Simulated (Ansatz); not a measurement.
ZnS (zinc blende, F-43m), the program Ansatz at the PBE level (PAW): ε∞ = 5.95, cell volume 40.32 Å³. Infrared-active transverse modes:

```csv
ω_TO (cm⁻¹),oscillator strength S_xx (e²/amu)
260.1,0.1904
```

**Question.** Compute the static dielectric constant.

**Answer.** Each mode adds (4.921e7/V) S/ω²: 3.44. So ε0 = 9.38.

**Question.** What LO frequency does the Lyddane–Sachs–Teller relation give?

**Answer.** ω_LO = ω_TO √(ε0/ε∞) = 327 cm⁻¹.

Symmetry was held in the PBE relaxation; phonons on a q-mesh show no instability.

Potentials: the later of the program's two PAW sets.
